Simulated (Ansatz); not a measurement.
The relaxed structure here is a generated cell of Ag: the first start was made by a random draw of sites in a space group, and the end was not matched to a known phase here, so it may be hypothetical. Known forms of Ag include space group No. 225.

One stationary structure of Ag. Space group I4/mmm (No. 139). Computed with r2SCAN (plane waves to 500 eV, PAW, scalar-relativistic; Ansatz, a first-principles code).

```cif
data_Ag
_chemical_formula_sum 'Ag1'
_space_group_name_H-M_alt 'P 1'
_space_group_IT_number 1
_cell_length_a 2.83510
_cell_length_b 2.83510
_cell_length_c 2.83510
_cell_angle_alpha 107.022
_cell_angle_beta 107.022
_cell_angle_gamma 114.490
loop_
_space_group_symop_operation_xyz
  'x, y, z'
loop_
_atom_site_label
_atom_site_type_symbol
_atom_site_fract_x
_atom_site_fract_y
_atom_site_fract_z
_atom_site_occupancy
Ag1 Ag 0.00000 0.00000 0.00000 1
```

For Ag, the volume per atom comes out as 17.44 Å³, the band gap is zero (metallic) and the shortest distances is Ag–Ag 2.84 Å. The k-mesh is 20×20×20.

No spin polarisation in the result.

The run could not lose the symmetry of its start, so the end can be a saddle point.
